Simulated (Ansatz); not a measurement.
BeTe (zinc blende, space group No. 216), a = b = c = 5.6045 Å, α = β = γ = 90.00°; the cell used has 2 atoms.

Relaxed with PBEsol. Independent-particle spectrum: no excitons, no local fields, no scissors shift; 0.1 eV broadening; ε₁ of the summed bands alone.

Question: Tabulate the dielectric function from PBEsol (plane waves, PAW; program Ansatz).

Answer: 

```tsv
E (eV)	ε₁ xx	ε₂ xx
0.0	8.08	0.00
0.5	8.14	0.00
1.0	8.35	0.00
1.5	8.73	0.00
2.0	9.36	0.00
2.5	10.36	0.00
3.0	12.13	0.00
3.5	16.68	0.14
4.0	20.12	9.00
4.5	18.35	16.92
5.0	2.59	39.45
5.5	-4.36	15.56
6.0	-6.59	12.41
6.5	-6.65	7.93
7.0	-5.57	5.68
7.5	-4.76	4.22
8.0	-3.99	3.06
8.5	-2.95	2.29
9.0	-2.75	2.19
9.5	-2.30	1.79
10.0	-1.93	1.52
10.5	-1.73	1.35
11.0	-1.52	1.13
11.5	-1.26	0.94
12.0	-1.12	0.82
```

Question: From ε at 4.2 eV (xx: 19.91 + 12.62i), find n, k, the normal reflectivity and the absorption coefficient.

Answer: n = 4.66, k = 1.353, R = 45 %, α = 2kE/ħc = 580000 cm⁻¹.

With all bands, ε∞ without local fields is 8.15. DFPT, with local fields, gives 7.54.

Space group F-43m (zinc blende). The PBEsol relaxation kept the symmetry of its start. Spin–orbit coupling is left out wherever it is not named.

Potentials: the later of the program's two PAW sets.
